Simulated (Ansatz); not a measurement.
## Ansatz run, Li$_{2}$Cu$_{5}$

Input file of Ansatz 0.2.0:

```yaml
crystal:
  lattice:
    - [8.45544458, 0.0, 0.0]
    - [0.0, 8.45544458, 0.0]
    - [0.0, 0.0, 2.57185737]
  atoms:
    - { symbol: Cu, position: [0.2954, 0.4324, 0.0] }
    - { symbol: Cu, position: [0.5676, 0.2954, 0.0] }
    - { symbol: Cu, position: [0.7046, 0.5676, 0.0] }
    - { symbol: Cu, position: [0.4324, 0.7046, 0.0] }
    - { symbol: Cu, position: [0.7954, 0.0676, 0.0] }
    - { symbol: Cu, position: [0.0676, 0.2046, 0.0] }
    - { symbol: Cu, position: [0.2046, 0.9324, 0.0] }
    - { symbol: Cu, position: [0.9324, 0.7954, 0.0] }
    - { symbol: Li, position: [0.172, 0.672, 0.5] }
    - { symbol: Li, position: [0.328, 0.172, 0.5] }
    - { symbol: Li, position: [0.828, 0.328, 0.5] }
    - { symbol: Li, position: [0.672, 0.828, 0.5] }
    - { symbol: Cu, position: [0.0, 0.5, 0.0] }
    - { symbol: Cu, position: [0.5, 0.0, 0.0] }
  symmetry: { tolerance: 0.0003 }
kpoints:
  mp_grid: { grid: [4, 4, 13], shift: [0, 0, 0] }
  band_path:
    path:
      - [0.0, 0.0, 0.0]
      - [0.0, 0.5, 0.0]
      - [0.5, 0.5, 0.0]
      - [0.0, 0.0, 0.0]
      - [0.0, 0.0, 0.5]
      - [0.0, 0.5, 0.5]
      - [0.5, 0.5, 0.5]
      - [0.0, 0.0, 0.5]
      - [0.0, 0.5, 0.0]
      - [0.0, 0.5, 0.5]
      - [0.5, 0.5, 0.0]
    npoints: 6
magnetization:
  spin_polarized: false
scf:
  occupations: { method: fermi_dirac, width: 0.0913 }
  lower_state_search: "off"
  max_iter: 200
hamiltonian:
  pseudopotentials: { kind: paw }
  xc: pbe
basis:
  ecutwfc: 420
  fft_grid_basis: typed
output:
  forces: true
  stress: true
  eigenvalues: true
  bader: true
  populations: true
  elf: true
  write_potential: true
  volumetric_format: npy
  dos:
    e_range: [-12, 8]
    de: 0.05
    projected: { site_lists: { Cu: [Cu], Li: [Li] } }
checkpoint:
  read: saved_state
```

The run starts from an earlier solution of this cell. 

Excerpt of what it printed:

```
Pseudopotentials: kind: paw
Pseudopotential: Cu, paw, valence charge 19, recommended cutoff 420 eV (normal), Cu.paw.azcp
Pseudopotential: Li, paw, valence charge 3, recommended cutoff 420 eV (normal), Li.paw.azcp
Functional definition: PBE
  exchange = pbe_x(kappa = kappa, mu = beta*pi^2/3)
  correlation = pbe_c(beta = beta)
Crystal: 14 atoms, lattice volume = 183.874 Å³
Basis set: ecut = 420 eV, 3613 PW (Γ), exchange–correlation on 120×120×36 points (8 copies of the dense FFT grid, shifted against one another)
Bands: 122, of which v1, the nominal top of the filled ones, is band 101 counted from 1 (100 counted from 0)
Symmetry: 16 space group operations
Space group: P4/mbm (ITA 127), of the structure as read, at distance tolerance 1.7e-3 Å
k-points: 42 of 208
Initial density: read from a saved state, or passed on in memory by an earlier SCF of this step, an earlier step, the calling program or the single point that the run made first
Functional: x = pbe(κ = 0.804, μ = 0.2195), c = pbe(β = 0.0667)
Free energy (F): -67068.2464 eV
Harris-Foulkes:  -67068.2464 eV  (|F-HF|=4.71e-9)
Internal energy: -67068.1269 eV  (E = F + TS)
E sigma→0 (E₀):  -67068.1866 eV
Entropy (-TS):   -0.1195 eV (-8.534 meV/atom)
Fermi energy:    11.0045 eV
--- Per-component energies (eV) ---
  E_band       = -4877.6320
  E_kinetic    = 3087.0427
  E_local      = -48623.5535  (includes V_loc(G=0)·N_el)
  E_nonlocal   = 3781.2959
  E_hartree    = 21339.7329
  E_xc         = -929.8385
  E_vxc        = -1198.9927  (∫ρ·V_xc dr)
  E_paw        = -16730.9086  (= ΣΔE_a)
  E_vpaw       = -4602.8997  (= ΣTr[D̂ρ^β])
  E_aug_tail   = 0.0028  (compensation charges beyond the density's cutoff)
  E_ewald      = -28991.9006
  E_smearing   = -0.1195  (= −TS)
--- Forces (eV/Å), atoms counted from 1 ---
  atom   1  Cu    -0.0241     0.0800     0.0000
  atom   2  Cu    -0.0800    -0.0241     0.0000
  atom   3  Cu     0.0241    -0.0800     0.0000
  atom   4  Cu     0.0800     0.0241     0.0000
  atom   5  Cu    -0.0241    -0.0800     0.0000
  atom   6  Cu    -0.0800     0.0241     0.0000
  atom   7  Cu     0.0241     0.0800     0.0000
  atom   8  Cu     0.0800    -0.0241     0.0000
  atom   9  Li     0.2003     0.2003     0.0000
  atom  10  Li    -0.2003     0.2003     0.0000
  atom  11  Li    -0.2003    -0.2003     0.0000
  atom  12  Li     0.2003    -0.2003     0.0000
  atom  13  Cu     0.0000     0.0000     0.0000
  atom  14  Cu     0.0000     0.0000     0.0000
--- Stress (GPa, compression-positive) ---
       -2.0680       0.0000       0.0000
        0.0000      -2.0680       0.0000
        0.0000       0.0000      -1.9317
  P = ⅓ Tr σ = -2.0226 GPa (-20.226 kbar)
--- Bader charges: 14 sites ---
  site symbol  charge [e]  shift [e]
     0     Cu     -0.3118     0.0003
     1     Cu     -0.3118     0.0003
     2     Cu     -0.3118     0.0003
     3     Cu     -0.3118     0.0003
     4     Cu     -0.3118     0.0003
     5     Cu     -0.3118     0.0003
     6     Cu     -0.3118     0.0003
     7     Cu     -0.3118     0.0003
     8     Li      0.8130     0.0009
     9     Li      0.8130     0.0009
    10     Li      0.8130     0.0009
    11     Li      0.8130     0.0009
    12     Cu     -0.3786     0.0007
    13     Cu     -0.3786     0.0007
```

Absolute energies hang on the potentials; compare differences alone.

Origin: a known structure type with other elements, at an estimated volume, so it need not be a known compound.
